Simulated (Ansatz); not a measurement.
Given:

NiGe:
```
NiGe
1.0
    2.97663     0.00000     0.00000
    0.00000     2.97663     0.00000
    0.00000     0.00000     2.97663
Ni Ge
1 1
Cartesian
  0.00000   0.00000   0.00000
  1.48832   1.48832   1.48832
```

This is the PBE-relaxed structure.

Q: All from PBE (plane waves, PAW; program Ansatz), unless another level is named. Give the electronic character.

A: metallic (no gap).

Q: Next, the formation energy from the elements (no fitted shifts)?

A: -0.056 eV/atom.

Q: What about the density of states at the Fermi level?

A: 0.53 states/eV per atom (mean over ±0.08 eV).

Space group Pm-3m (CsCl type). A made-up cell: these elements were put on the sites of a structure type; neither database checked (COD, Materials Project) lists it. COD files the formula under space group No. 62, so this cell is another polymorph or a model. Its standing as an ambient phase is unchecked. The PBE relaxation kept the symmetry of its start; its stability against distortions is not shown here. The workflow began spin-polarised and lost its moments. The references are the lowest solids computed at this level, not always the standard phases. Scalar-relativistic: spin–orbit coupling is off unless named, which matters more the heavier the elements.

Potentials: the later of the program's two PAW sets.
